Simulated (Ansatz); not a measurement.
**Varying the input for BiTe**

All trials start from this Ansatz input:

```yaml
crystal:
  lattice:
    - [0.0, 3.235, 3.235]
    - [3.235, 0.0, 3.235]
    - [3.235, 3.235, 0.0]
  atoms:
    - { symbol: Bi, position: [0.0, 0.0, 0.0] }
    - { symbol: Te, position: [0.5, 0.5, 0.5] }
basis:
  ecutwfc: 420
kpoints:
  mp_grid: { grid: [4, 4, 4] }
hamiltonian:
  xc: pbe
scf:
  occupations: { method: gaussian, width: 0.1 }
output:
  forces: true
  stress: true
  eigenvalues: true
```

Command:

```bash
ansatz run input.yaml --threads 1 --pin off --max-ram 1331MiB --backend cpu --events-out ev --progress --plain --runs-dir out
```

The run converges in 7 SCF iterations on 8 irreducible k-points: pressure 0.65 GPa, no gap.

Settings here are deliberately varied, not converged. Each trial's input is given as a difference from the reference's; energies are extrapolated to zero smearing where there is one, and pressure is positive in compression.

Trial 1:

```diff
 hamiltonian:
-  xc: pbe
+  xc: rpbe
+  dispersion: d3bj
 scf:
-  occupations: { method: gaussian, width: 0.1 }
+  occupations: { method: gaussian, width: 1.4 }
+  max_iter: 84
```

The run converges in 6 SCF iterations on 8 irreducible k-points: pressure -12.01 GPa, no gap.

Trial 2:

```diff
-basis:
-  ecutwfc: 420
+basis: {}
 kpoints:
+  band_path: { path: [[0, 0, 0], [0.5, 0, 0], [0.5, 0.5, 0.5]], npoints: 8 }
 hamiltonian:
+  dispersion: d3bj
```

The run converges in 7 SCF iterations on 8 irreducible k-points: pressure -1.57 GPa, no gap.

Trial 3:

```diff
-basis:
-  ecutwfc: 420
+basis: {}
 hamiltonian:
+  pseudopotentials: { kind: nc }
+magnetization:
+  spin_polarized: true
+  initial_magnetization: 5.0
+  spin_locking: { lock_magnetization: hard }
```

The run converges in 8 SCF iterations on 8 irreducible k-points: at 1120 eV, the cutoff that these potentials take when none is typed, pressure 22.57 GPa, no gap, cell moment 5.00 μB. It warns that the SCF threshold is loose for the stress.

Trial 4:

```diff
 scf:
-  occupations: { method: gaussian, width: 0.1 }
+  occupations: { method: tetrahedron }
+  mixing: { beta: 0.13, ndim: 12 }
+  initial_density: { chi_scale: 0, normalization: atom }
+  max_iter: 93
```

The run converges in 8 SCF iterations on 8 irreducible k-points: energy 65.7 meV per atom below the reference, pressure 0.68 GPa, no gap. It warns that the printed bands weren't solved further after the SCF; that forces and stress under tetrahedra may miss the energy's slope.

Trial 5:

```diff
 scf:
-  occupations: { method: gaussian, width: 0.1 }
+  occupations: { method: methfessel_paxton }
```

The run converges in 8 SCF iterations on 8 irreducible k-points: energy 0.75 meV per atom above the reference, pressure 0.53 GPa, no gap.